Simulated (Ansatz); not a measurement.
A trial cell of Mg₂Ge₃N, before relaxation:

Space group R-3m:H (No. 166). a = 5.231 Å, b = 5.231 Å, c = 13.160 Å, α = 90.00°, β = 90.00°, γ = 120.00°
| atom | site | symmetry | x | y | z |
| --- | --- | --- | --- | --- | --- |
| Mg | 6c | 3m | 0.0000 | 0.0000 | 0.1250 |
| Ge | 9e | .2/m | 0.0000 | 0.5000 | 0.0000 |
| N | 3b | -3m | 0.3333 | 0.6667 | 0.1667 |

Computed with Ansatz 0.2.0, DFT PBE, scalar-relativistic, plane waves, PAW. Cutoff 420 eV, Gaussian smearing, Γ-centred meshes. Cell and atoms relax on a converged mesh. In metals the finer mesh still leaves noise of several meV/atom or more. The steps can't lower the symmetry of their start. No spin polarisation.

A guess keeps its type if space group and coordination stay and the shape of the cell changes little (axis ratios within about 15 %, angles within 6°); the volume may change.

Question: Will the relaxed cell still be of the starting type?

Answer: It doesn't keep its type. The symmetry stays R-3m (No. 166). The volume per atom shrinks by 0.8 %, from 17.3 to 17.2 Å³. The shortest distance goes from 2.62 Å (Ge–Ge) to 2.45 Å (Ge–N). The ratio c/a of the conventional cell changes by a factor of 0.75. Counting neighbours within 15 % of an atom's shortest distance, the start has Ge 6, Mg 16, N 6 and the end Ge 4, Mg 4, N 6. In detail, at the end around Mg lie 1 Mg at 2.76 Å, 3 Ge at 2.78 Å, 6 Ge at 3.19 Å, 3 N at 3.34 Å and 3 Mg at 3.42 Å; Ge has 2 N at 2.45 Å, 2 Mg at 2.78 Å, 4 Ge at 2.87 Å and 4 Mg at 3.19 Å; around N lie 6 Ge at 2.45 Å and 6 Mg at 3.34 Å.

```yaml
crystal:
  lattice:
    - [2.87203, 1.65817, 3.60713]
    - [-2.87203, 1.65817, 3.60713]
    - [0.00000, -3.31634, 3.60713]
  atoms:
    - { symbol: Mg, position: [0.12742, 0.12742, 0.12742] }
    - { symbol: Mg, position: [0.87258, 0.87258, 0.87258] }
    - { symbol: Ge, position: [0.00000, 0.50000, 0.50000] }
    - { symbol: Ge, position: [0.50000, 0.00000, 0.50000] }
    - { symbol: Ge, position: [0.50000, 0.50000, 0.00000] }
    - { symbol: N, position: [0.50000, 0.50000, 0.50000] }
```

Energies over the elements count from the elements' standard structures at the same level (N₂ as a molecule), with no fitted energy shifts.

Question: At what energy does it end?

Answer: +0.43 eV/atom. The separate elements lie lower, so it is unstable against them.

The last run used a 12×12×12 mesh for its 6-atom cell and Gaussian smearing of 0.10 eV. Symmetry constrained the relaxation, so the result can be a saddle point. Another cell of Mg2Ge3N relaxed alike, in P-3m1, lies 168 meV/atom lower, so this cell isn't the stable form at this level.
